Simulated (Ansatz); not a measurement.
HfCo₂: do energies and stresses tell the same story?

Method: Ansatz, DFT r2SCAN, scalar-relativistic, plane waves, PAW.

Cutoff 500 eV; k points 10×10×10 on the computed 6-atom cell (Γ-centred); Gaussian smearing, width 0.10 eV; collinear spin from starting moments -0.3 -0.3 1.48 1.48 1.48 1.48 μB.

Relaxed cell: Fd-3m, a = 6.890 Å, b = 6.890 Å, c = 6.890 Å, α = 90.00°, β = 90.00°, γ = 90.00°, 6 atoms in the primitive cell. Whether it is the stable form of this composition wasn't checked.

Energies at zero smearing and pressures from the stress tensor, at volumes with shape and atoms relaxed:
| V (Å³/atom) | E − E(first) (meV/atom) | P (GPa) |
| --- | --- | --- |
| 11.991 | 0.00 | 30.67 |
| 12.399 | -67.06 | 21.46 |
| 12.808 | -110.99 | 13.13 |
| 13.217 | -135.17 | 6.04 |
| 13.626 | -142.64 | 0.03 |
| 14.035 | -135.99 | -5.06 |
| 14.443 | -117.38 | -9.38 |
| 14.988 | -77.01 | -14.15 |

Task: Check P = −dE/dV between neighbouring volumes, and get the bulk modulus from the pressures alone.

Result: With 1 eV/Å³ = 160.2 GPa:
| middle V (Å³/atom) | −ΔE/ΔV (GPa) | mean P (GPa) |
| --- | --- | --- |
| 12.195 | 26.285 | 26.062 |
| 12.604 | 17.219 | 17.292 |
| 13.013 | 9.476 | 9.583 |
| 13.421 | 2.927 | 3.035 |
| 13.830 | -2.604 | -2.513 |
| 14.239 | -7.296 | -7.220 |
| 14.716 | -11.867 | -11.767 |

The two differ by 0.22 GPa at most. The mean of two end pressures misses the average over a step by about ΔV² P″/12, up to 0.11 GPa here; with that taken off 0.33 GPa remains. The stress is the derivative of the free energy, not of the energy at zero smearing, and with free energies 0.09 GPa remains. The largest site moment goes from 1.12 to 1.49 μB along the series, which bends P(V). Around V = 13.626 Å³/atom, the two neighbours give B = −V ΔP/ΔV = 13.626 × 11.10 / 0.818 = 184.9 GPa, against B0 = 184.1 GPa from the Birch–Murnaghan fit of the energies.

The state reached may not be the lowest one. Spin-orbit coupling is left out, which matters for the bands of heavy elements.

Only this magnetic start was tried.